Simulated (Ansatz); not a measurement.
# AlN with an N vacancy: gradients before and after relaxing the atoms

Start: a supercell of AlN (wurtzite type, P6_3mc) built from an entry of the Crystallography Open Database (COD) (the entry's cell lengths or inner coordinates differ somewhat from later room-temperature determinations), with all atoms left at the host's positions.

```
Al N
1.0
     9.33900    0.00000    0.00000
    -3.11300    5.39187    0.00000
     0.00000    0.00000    9.96200
Al N
24 23
Cartesian
  0.0000 1.7973 0.0000
  0.0000 1.7973 4.9810
  -1.5565 4.4932 0.0000
  -1.5565 4.4932 4.9810
  3.1130 1.7973 0.0000
  3.1130 1.7973 4.9810
  1.5565 4.4932 0.0000
  1.5565 4.4932 4.9810
  6.2260 1.7973 0.0000
  6.2260 1.7973 4.9810
  4.6695 4.4932 0.0000
  4.6695 4.4932 4.9810
  1.5565 0.8986 2.4905
  1.5565 0.8986 7.4715
  0.0000 3.5946 2.4905
  0.0000 3.5946 7.4715
  4.6695 0.8986 2.4905
  4.6695 0.8986 7.4715
  3.1130 3.5946 2.4905
  3.1130 3.5946 7.4715
  7.7825 0.8986 2.4905
  7.7825 0.8986 7.4715
  6.2260 3.5946 2.4905
  6.2260 3.5946 7.4715
  0.0000 1.7973 6.8738
  -1.5565 4.4932 1.8928
  -1.5565 4.4932 6.8738
  3.1130 1.7973 1.8928
  3.1130 1.7973 6.8738
  1.5565 4.4932 1.8928
  1.5565 4.4932 6.8738
  6.2260 1.7973 1.8928
  6.2260 1.7973 6.8738
  4.6695 4.4932 1.8928
  4.6695 4.4932 6.8738
  1.5565 0.8986 4.3833
  1.5565 0.8986 9.3643
  0.0000 3.5946 4.3833
  0.0000 3.5946 9.3643
  4.6695 0.8986 4.3833
  4.6695 0.8986 9.3643
  3.1130 3.5946 4.3833
  3.1130 3.5946 9.3643
  7.7825 0.8986 4.3833
  7.7825 0.8986 9.3643
  6.2260 3.5946 4.3833
  6.2260 3.5946 9.3643
```

Sites (sets of like atoms) are named by element and the number of their first atom in this list.

Method: Kohn–Sham DFT in Ansatz, PBE, plane waves and PAW, scalar-relativistic, collinear spin, 420 eV cutoff, Γ-centred 3×4×2 k-points, Fermi–Dirac smearing 0.01 eV, cell charge +1. Start moments as typed (μB): 0.5 0 0 0 0 0 0 0 0 0 0 0 0.5 0 0.5 0 0 0 0 0 0.5 0 0 0 0 0 0 0 0 0 0 0 0 0 0 0 0 0 0 0 0 0 0 0 0 0 0 by atom.

The largest force at the start is 1.1 eV/Å. Relaxing the ions at fixed cell moves them by 0.082 Å at most (atom 1, Al) and 0.018 Å rms.

```tsv
site	atom	moved (Å)	first shell before	first shell after	V_zz before (10²¹ V/m²)	η before
Al1	1	0.082	3 N at 1.89 Å	3 N at 1.86 Å	4.37	0.01
Al14	14	0.009	4 N at 1.89 Å	4 N at 1.88–1.93 Å	0.68	0.08
Al15	15	0.029	3 N at 1.89 Å	3 N at 1.87–1.89 Å	3.86	0.10
Al16	16	0.008	4 N at 1.89 Å	4 N at 1.88–1.93 Å	0.68	0.08
Al19	19	0.006	4 N at 1.89 Å	4 N at 1.89–1.90 Å	0.17	0.17
Al21	21	0.036	3 N at 1.89 Å	3 N at 1.87–1.88 Å	4.01	0.06
Al22	22	0.008	4 N at 1.89 Å	4 N at 1.88–1.92 Å	0.67	0.09
N25	25	0.019	4 Al at 1.89 Å	4 Al at 1.89–1.90 Å	0.15	0.35
N26	26	0.009	4 Al at 1.89 Å	4 Al at 1.89–1.90 Å	2.00	0.09
N36	36	0.013	4 Al at 1.89 Å	4 Al at 1.88–1.91 Å	1.27	0.10
```

(1) What are V_zz and η after the relaxation?

Answers

(1) 

```tsv
site	atom	V_zz after	η after	change of V_zz
Al1	1	5.48	0.01	+1.11
Al14	14	1.15	0.13	+0.47
Al15	15	4.06	0.16	+0.20
Al16	16	1.15	0.14	+0.47
Al19	19	0.23	0.37	+0.06
Al21	21	4.35	0.14	+0.34
Al22	22	1.11	0.17	+0.44
N25	25	0.26	0.15	+0.11
N26	26	1.51	0.20	-0.49
N36	36	0.85	0.07	-0.42
```

The largest change of V_zz along a kept axis is on Al1, from 4.37 to 5.48. In per cent, |V_zz| changes by +5 to +68 on Al, -33 to -25 on N (all sites that start above 0.5). Where |V_zz| stays above 0.1 and the axes keep their order, η moves most on N25, from 0.35 to 0.15. V_zz changes sign on N46 (axis turned by 34°) (not in the table). On N31, N29, Al23, Al17, N40, N43, N41, N47 (not in the table) the largest principal value lies along another axis in the second run, so the two V_zz can't be compared directly. The table leaves out 37 of the 47 sites, with |V_zz| up to 4.07; their tensors move by 0.43 at most along any direction. The statements above cover all sites.

The defect repeats with the cell of 47 atoms, so it feels its images: sites between two images don't show the values beside a lone defect, and zeros or small values of η there can come from the images' arrangement. Al and N carry a gradient in the pure host already, so the values there aren't the defect's effect alone. A uniform background compensates the cell's charge. The start moments die out, and the run ends without spin.
Before: The neighbours have not yet relaxed around the defect (largest force 1.1 eV/Å), so a real crystal will differ.
After: The cell keeps the host's lattice, where the PBE pressure is 5 GPa (in a charged cell this depends on the convention for the mean potential).
